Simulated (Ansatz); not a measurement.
SiC₂N₄:
Space group Imma (No. 74); a = 4.7901 Å, b = 5.6206 Å, c = 7.8900 Å, α = 90.00°, β = 90.00°, γ = 90.00°

```csv
atom,site,symmetry,x,y,z
C,4c,.2/m.,0.2500,0.2500,0.2500
Si,4a,2/m..,0.0000,0.0000,0.0000
C,4e,mm2,0.0000,0.2500,0.5947
N,8i,.m.,0.2461,0.2500,0.5290
N,8h,m..,0.0000,0.0619,0.2340
```
(The calculation used a cell of 14 atoms; values per cell refer to that cell.)

Relaxed with PBE.

Question: Which orbitals make up the states near the Fermi level in the program Ansatz at the PBE level (PAW)?

Answer: Within 0.5 eV of the Fermi level: N 2p 66 %, C 2p 24 %. Projections are on Löwdin-orthogonalised atomic valence shells; empty p or d shells of many metals are not among them.

Question: Tabulate the density of states.

Answer: States/eV per cell of 14 atoms, in 0.25 eV bins, energy from the Fermi level.

```tsv
E (eV)	total	N 2p	C 2p	N 2s
-7.85	3.99	2.23	0.77	0.47
-7.60	5.02	2.86	1.04	0.56
-7.35	5.23	2.99	1.13	0.51
-7.10	5.30	3.09	1.22	0.48
-6.85	6.32	3.64	1.55	0.61
-6.60	6.09	3.52	1.48	0.52
-6.35	4.65	2.74	1.18	0.27
-6.10	4.08	2.43	1.02	0.19
-5.85	3.29	2.00	0.77	0.16
-5.60	3.91	2.37	0.93	0.25
-5.35	4.58	2.84	1.04	0.32
-5.10	4.47	2.79	1.02	0.31
-4.85	5.11	3.20	1.23	0.34
-4.60	4.37	2.98	0.65	0.32
-4.35	5.11	3.63	0.62	0.31
-4.10	4.52	3.27	0.56	0.27
-3.85	3.72	2.77	0.46	0.21
-3.60	3.58	2.75	0.39	0.21
-3.35	4.38	3.35	0.56	0.25
-3.10	3.11	2.32	0.40	0.21
-2.85	3.72	2.87	0.40	0.26
-2.60	5.82	4.81	0.39	0.37
-2.35	5.08	4.41	0.26	0.22
-2.10	4.21	3.71	0.19	0.17
-1.85	2.74	2.34	0.18	0.12
-1.60	1.79	1.43	0.20	0.07
-1.35	2.83	2.26	0.33	0.09
-1.10	2.58	2.03	0.32	0.06
-0.85	4.27	3.82	0.23	0.06
-0.60	2.73	2.56	0.06	0.04
-0.35	1.22	1.16	0.01	0.02
-0.10	2.14	1.70	0.30	0.03
0.15	1.07	0.48	0.45	0.03
0.40	1.54	0.52	0.75	0.05
0.65	1.86	0.62	0.92	0.07
0.90	2.45	0.79	1.22	0.09
1.15	3.29	1.08	1.67	0.12
1.40	4.40	1.50	2.15	0.17
1.65	4.50	1.51	2.12	0.18
1.90	6.16	1.91	2.84	0.28
2.15	5.44	1.75	2.48	0.17
2.40	2.54	0.90	1.09	0.06
2.65	1.46	0.54	0.57	0.04
2.90	1.86	0.67	0.73	0.06
3.15	3.80	1.46	1.44	0.11
3.40	5.60	2.22	2.11	0.14
3.65	3.85	1.64	1.05	0.07
3.90	1.55	0.72	0.18	0.03
4.15	1.20	0.55	0.07	0.04
4.40	1.52	0.63	0.08	0.09
4.65	2.26	0.85	0.10	0.18
```

The start of the workflow was typed in or built on a structure type; neither database checked (COD, Materials Project) lists it. COD files the formula under space group No. 224. Its standing as an ambient phase is unchecked. The cell was relaxed with PBE under the symmetry of its start; its stability against distortions is not shown here. The volume moved by 30 % from the start of the relaxation. Its formation energy is positive at this level, so the cell may be metastable or incomplete.

Potentials: the earlier of the program's two PAW sets.
